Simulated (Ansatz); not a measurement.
IrO$_{2}$ (rutile)

```xyz
6
Lattice="4.4719 0.0000 0.0000 0.0000 4.4719 0.0000 0.0000 0.0000 3.1538" Properties=species:S:1:pos:R:3 pbc="T T T"
Ir     0.0000     0.0000     0.0000
Ir     2.2359     2.2359     1.5769
O      1.3809     1.3809     0.0000
O      3.6168     0.8550     1.5769
O      0.8550     3.6168     1.5769
O      3.0910     3.0910     0.0000
```

The volume is varied about the relaxed value V₀ at fixed cell shape. The atoms relax within the cell's symmetry.

These are PBEsol (plane waves to 420 eV, PAW, scalar-relativistic; Ansatz, a program for electronic structure) values and carry that method's errors. k mesh 11×11×15 (Γ-centred), Fermi-Dirac smearing 0.05 eV. E stands for the smeared free energy. Stress and pressure are positive under compression. IrO2 is run without spin polarisation and with no Hubbard U. IrO2 was relaxed with its symmetry unable to fall. Spin-orbit coupling is left out, though Ir is heavy. The PAW data are Ansatz's earlier set. The zero of ΔE is the relaxed starting cell.

| V/V₀ | ΔE (eV/atom) | P (GPa) |
|---|---|---|
| 0.900 | 0.123 | 41.4 |
| 0.917 | ? | 32.7 |
| 0.933 | ? | 24.9 |
| 0.950 | ? | 17.7 |
| 0.967 | 0.012 | ? |
| 0.983 | 0.003 | 5.4 |
| 1.000 | 0.000 | 0.0 |
| 1.017 | 0.003 | -4.9 |
| 1.033 | 0.010 | -9.3 |
| 1.050 | 0.023 | -13.3 |
| 1.067 | 0.039 | -16.9 |
| 1.083 | 0.060 | -20.2 |
| 1.100 | ? | -23.1 |

Task: Fill in the missing entries.

Result: 
- 0.917, ΔE (eV/atom): 0.082
- 0.933, ΔE (eV/atom): 0.051
- 0.950, ΔE (eV/atom): 0.028
- 0.967, P (GPa): 11.2
- 1.100, ΔE (eV/atom): 0.083

(A scan under strain: stresses follow from slopes of the energy per volume, elastic moduli from its curvatures.)
